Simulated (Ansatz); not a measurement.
SnO:
```xyz
2
Lattice="0.0000 2.7391 2.7391 2.7391 0.0000 2.7391 2.7391 2.7391 0.0000" Properties=species:S:1:pos:R:3 pbc="T T T"
O      1.3695     1.3695     1.3695
Sn     0.0000     0.0000     0.0000
```

Relaxed with PBE. Special points in fractions of this cell's reciprocal vectors: Γ (0.000, 0.000, 0.000); X (0.500, 0.000, 0.500); U (0.625, 0.250, 0.625); K (0.375, 0.375, 0.750); L (0.500, 0.500, 0.500); W (0.500, 0.250, 0.750).

Problem. List the band energies nearest the Fermi level at these points for DFT-PBE in the program Ansatz with PAW potentials.

Solution. In eV from the Fermi level; about four levels below and three above (degenerate sets whole), none deeper than 8.9 eV; … stands for higher levels left out; points with the same levels are listed once.

```tsv
k	below	above
Γ	-6.20 -3.42 -3.42 -3.42	…
X	-4.55 -4.55 -0.48 -0.14	…
U	-7.47 -5.17 -4.32 -0.30	0.85 3.41 …
L	-7.72 -3.83 -3.83 -2.31	1.75 …
W	-7.42 -4.92 -4.89	0.05 1.45 2.61
```

Space group F-43m (zinc blende). The start of the workflow was typed in or built on a structure type; neither database checked (COD, Materials Project) lists it. It is not the phase usual at ambient conditions (space group No. 129). Symmetry was held in the PBE relaxation; whether a distortion lowers the energy is not shown. The volume moved by 23 % from the start of the relaxation. Spin–orbit coupling is left out wherever it is not named.

Potentials: the earlier of the program's two PAW sets.
